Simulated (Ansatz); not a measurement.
CdS (zinc blende)

```
CELL_PARAMETERS angstrom
      0.00000     2.96331     2.96331
      2.96331     0.00000     2.96331
      2.96331     2.96331     0.00000
ATOMIC_POSITIONS crystal
  S  0.75000 0.75000 0.75000
  Cd 0.00000 0.00000 0.00000
```

In this cell atom 1 (S, nearest neighbour Cd at 2.566 Å; its periodic images, 4.2 Å or more away, move with it) is moved by u·(0.707, 0.707, 0.000) + v·(0.000, 0.000, 1.000); the rest is frozen.

All values below come from PBE (plane waves to 420 eV, PAW, scalar-relativistic; Ansatz, a quantum-chemistry and plane-wave program). k mesh 8×8×8 (Γ-centred), Fermi-Dirac smearing 0.05 eV. E stands for the smeared free energy. Points where atoms come too close for the PAW data are left out (x in tables, blank in figures). CdS was relaxed with its symmetry unable to fall.

Changes of ΔE (meV/cell) from the point u = 0.000 Å, v = 0.000 Å when one coordinate moves alone (two changes are said to add if the coupling is within 5 % of the smaller one, nearly so within 20 %):

```json
[
 {"point": "u = 0.000 Å, v = -0.640 Å", "change": "768.6"},
 {"point": "u = 0.000 Å, v = -0.320 Å", "change": "211.7"},
 {"point": "u = -0.640 Å, v = 0.000 Å", "change": "1174.3"},
 {"point": "u = -0.320 Å, v = 0.000 Å", "change": "238.3"},
 {"point": "u = 0.320 Å, v = 0.000 Å", "change": "238.3"},
 {"point": "u = 0.640 Å, v = 0.000 Å", "change": "1174.3"},
 {"point": "u = 0.000 Å, v = 0.320 Å", "change": "211.7"},
 {"point": "u = 0.000 Å, v = 0.640 Å", "change": "768.6"}
]
```

Do the two effects add at u = 0.320 Å, v = -0.320 Å? Give the computed change.

The sum of the single changes is 238.3 + (211.7) = 450.0; the calculation gives 242.1, so the coupling contributes -207.9 (over 20 % of the smaller single change, not additive).

What is the change at u = 0.640 Å, v = -0.640 Å, where both move, and how far is it from the sum?

The sum of the single changes is 1174.3 + (768.6) = 1942.9; the calculation gives 523.0, so the coupling contributes -1419.9 (over 20 % of the smaller single change, not additive).

Do the two effects add at u = -0.640 Å, v = -0.320 Å? Give the computed change.

The sum of the single changes is 1174.3 + (211.7) = 1386.0; the calculation gives 431.0, so the coupling contributes -955.0 (over 20 % of the smaller single change, not additive).

(A displaced cell: forces are minus the slopes of the energy, force constants its curvatures, and phonons follow from these.)
